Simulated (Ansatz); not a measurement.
SrO (rock salt)

```yaml
crystal:
  lattice:
    - [0.00000, 2.57997, 2.57997]
    - [2.57997, 0.00000, 2.57997]
    - [2.57997, 2.57997, 0.00000]
  atoms:
    - { symbol: O, position: [0.00000, 0.00000, 0.00000] }
    - { symbol: Sr, position: [0.50000, 0.50000, 0.50000] }
```

A phonon eigenvector at Γ is frozen into this cell: atom i moves by Q times the vector below, so Q is the largest atomic displacement, in Å. The cell is held. It is one choice among 3 degenerate patterns.

| atom | x | y | z |
|---|---|---|---|
| O1 | 0.000 | 0.000 | 1.000 |
| Sr2 | 0.000 | 0.000 | -0.183 |

Method: r2SCAN (plane waves to 500 eV, PAW, scalar-relativistic; Ansatz, a program for electronic structure). k mesh 11×11×11 (Γ-centred), Fermi-Dirac smearing 0.05 eV. E stands for the smeared free energy. SrO was relaxed with its symmetry unable to fall. ΔE is measured from the undisplaced structure.

| Q (Å) | ΔE (meV/cell) |
|---|---|
| -0.2800 | 174.6 |
| -0.2333 | withheld |
| -0.1867 | 65.4 |
| -0.1400 | 34.3 |
| -0.0933 | 14.5 |
| -0.0467 | 3.5 |
| 0.0000 | 0.0 |
| 0.0467 | 3.5 |
| 0.0933 | 14.5 |
| 0.1400 | 34.3 |
| 0.1867 | 65.4 |
| 0.2333 | withheld |
| 0.2800 | 174.6 |

Task: Fit an even polynomial form (powers 2, 4) to the given rows and predict ΔE at Q = 0.2333.

Result: Least squares on the 11 given rows: ΔE = (1594)·Q² + (8076)·Q⁴, in meV/cell with Q in Å; root-mean-square residual 0.02 meV/cell. At 0.2333 the fit gives 110.7 meV/cell; the calculation gives 110.8 meV/cell, so the interpolation is off by -0.1 (-0.1 %). The quadratic term alone would give 86.8 meV/cell.

(A displaced cell: forces are minus the slopes of the energy, force constants its curvatures, and phonons follow from these.)
